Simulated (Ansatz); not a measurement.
BiClO in space group P4/nmm (No. 129; Bi on 2c, Cl on 2c, O on 2a), LDA in the plane-wave PAW code Ansatz. The conduction-band minimum lies at Z, with 1 equivalent valley. Second derivatives d²E/dk² of the lowest band at one valley (eV·Å²), along Cartesian directions:

```
direction  d²E/dk²
---------  -------
[100]        25.58
[010]        25.58
[001]        15.61
[110]        25.58
[101]        20.61
[011]        20.61
```

**Question.** Find the principal effective masses, the density-of-states mass and the conductivity mass.

**Answer.** Off-diagonal terms follow from H_xy = H[110] − (H_xx + H_yy)/2, and m*/mₑ = 7.620 eV·Å² over each eigenvalue: 0.30, 0.30, 0.49. One valley's DOS mass (m₁m₂m₃)^(1/3) = 0.35, conductivity mass 3/(Σ 1/mᵢ) = 0.34 mₑ.

**Question.** What effective density of states Nc follows at 300 K for parabolic valleys?

**Answer.** Nc = 2.509e19 × 1 × (0.35)^(3/2) ≈ 5.2e18 cm⁻³.

**Question.** With the computed static dielectric constant 34.3 (mean of the diagonal), estimate a hydrogenic donor's binding energy and radius.

**Answer.** E = 13.606 eV × 0.34/34.3² ≈ 3.9 meV; a = 0.529 Å × ε/m* ≈ 53 Å. Semilocal masses tend to be too small where the gap is.

The workflow started from a Materials Project entry (that database holds measured and hypothetical structures alike); the Crystallography Open Database files this formula in space group No. 129, but the cells were not matched. Its standing as an ambient phase is unchecked. Symmetry was held in the LDA relaxation; phonons on a q-mesh show no instability. A crystal of weakly bound layers computed without a dispersion correction: the cell and the soft elastic constants depend strongly on that. Spin–orbit coupling is left out wherever it is not named.

Potentials: the later of the program's two PAW sets.
